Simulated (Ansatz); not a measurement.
## Structures of OsC2: which is lowest?

Plane-wave DFT in Ansatz with scalar-relativistic PAW potentials, cutoff 500 eV, Γ-centred meshes chosen by cell and gap, Gaussian smearing with energies taken to zero width. Every cell was relaxed (cell and atoms) in a run of its own, within the symmetry of its start. Functional: r2SCAN.

Relaxed structures (starts from databases or built by putting these elements on another compound's sites):
A. Cmme, 6 atoms in the computed cell, a = 5.243 Å, b = 6.981 Å, c = 4.248 Å; sites (symmetry × multiplicity) Os mm2 × 4, C .2/m. × 4 + 2/m.. × 4; start: built
B. Pn-3m, 6 atoms in the computed cell, a = 4.340 Å; sites (symmetry × multiplicity) Os -43m × 2, C .-3m × 4; start: built

Rank them by energy. Could pressure change the order?

| structure | group | E − E(lowest) (meV/atom) | V (Å³/atom) | gap on mesh (eV) |
| --- | --- | --- | --- | --- |
| A | Cmme | 0.0 | 12.96 | 0.00 |
| B | Pn-3m | 156 | 13.63 | 0.00 |

A is lowest, 156 meV/atom under B. The lowest is also the densest of these, so pressure wouldn't bring one of the others in at first order. Other structures may lie lower than all of these, and vibrations aren't counted.

Spin-orbit coupling is left out, which matters for the bands of heavy elements.